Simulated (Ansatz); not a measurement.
TaC (rock salt)

```yaml
crystal:
  lattice:
    - [0.00000, 2.22002, 2.22002]
    - [2.22002, 0.00000, 2.22002]
    - [2.22002, 2.22002, 0.00000]
  atoms:
    - { symbol: C, position: [0.00000, 0.00000, 0.00000] }
    - { symbol: Ta, position: [0.50000, 0.50000, 0.50000] }
```

Equation-of-state scan: isotropic scaling of the cell above, V₀ being its volume. Symmetry pins the atoms to their sites.

The numbers are results of PBEsol (plane waves to 420 eV, PAW, scalar-relativistic; Ansatz, a program for electronic structure), not measurements. k mesh 18×18×18 (Γ-centred), Fermi-Dirac smearing 0.05 eV. E stands for the smeared free energy. Stress and pressure are positive under compression. Spin-orbit coupling is left out, though Ta is heavy. TaC is run without spin polarisation. TaC was relaxed with its symmetry unable to fall. ΔE is measured from the relaxed starting cell. The last digit holds for this mesh only.

```
V (Å³/atom)  ΔE (meV/atom)
-----------  -------------
9.847                140.8
10.030            withheld
10.212                58.8
10.394                32.1
10.577                13.8
10.759                 3.4
10.941                 0.0
11.124                 3.2
11.306                12.3
11.488                27.0
11.671                46.7
11.853                71.0
12.035                99.6
```

Problem. Fit a third-order Birch-Murnaghan form (E₀, V₀, B₀, B₀′ free) to the given rows and predict ΔE at V = 10.030.

Solution. Least squares on the 12 given rows: ΔE = E₀ + (9V₀B₀/16)·y²·[2 + (B₀′ − 4)y], y = (V₀/V)^(2/3) − 1, with V₀ = 10.942 Å³/atom, B₀ = 343.9 GPa (160.2 GPa = 1 eV/Å³; the term in eV is multiplied by 1000), B₀′ = 4.15, E₀ = 0.01 meV/atom; root-mean-square residual 0.06 meV/atom. At 10.030 the fit gives 94.7 meV/atom; the calculation gives 94.7 meV/atom, the same to the digits shown. For the pressure the fit gives 35.9 GPa against the computed 35.9 GPa.

(Under strain, the slope of the energy per volume gives the stress and its curvature an elastic modulus.)
